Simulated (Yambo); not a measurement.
Yambo run on YVO₄ (space group I4_1/amd, No. 141). The wavefunctions are PBEsol (pw.x of Quantum ESPRESSO, ONCV potentials, no spin-orbit coupling) ones on a 2×2×2 mesh (48 occupied bands); a = b = c = 5.947 Å, α = β = 106.28°, γ = 116.07°.

Yambo input:

```
rim_cut
gw0
dyson
el_el_corr
HF_and_locXC
cohsex
em1s
RandQpts= 1000000
RandGvec= 1 Ry
EXXRLvcs= 84 Ry
VXCRLvcs= 336 Ry
Chimod= "HARTREE"
% BndsRnXs
 3 | 250 |
%
NGsBlkXs= 7 Ry
% LongDrXs
 1.0 | 1.0 | 1.0 |
%
ExtendOut
% QPkrange
 1 | 1 | 48 | 49 |
%
```

k points by index: 1 = Γ.

Resulting energies as the program prints them:

```
#    K-point    Band    Eo [eV]    E [eV]    E-Eo [eV]    Vxc [eV]    Vnlxc [eV]    Sc|Eo [eV]    Re(Z)    Im(Z)
#
    1    48    0.000000    -2.381044    -2.381044    -19.47357    -24.56994    2.715332    1.000000    0.000000
    1    49    2.888638    3.401315    0.512677    -20.13181    -13.14995    -6.469185    1.000000    0.000000
```
(The two width columns are left out.) Convergence of these settings isn't established.

Geometry of the Materials Project entry, not relaxed at this level.

The runs are not spin-polarised; magnetic order was not tried.
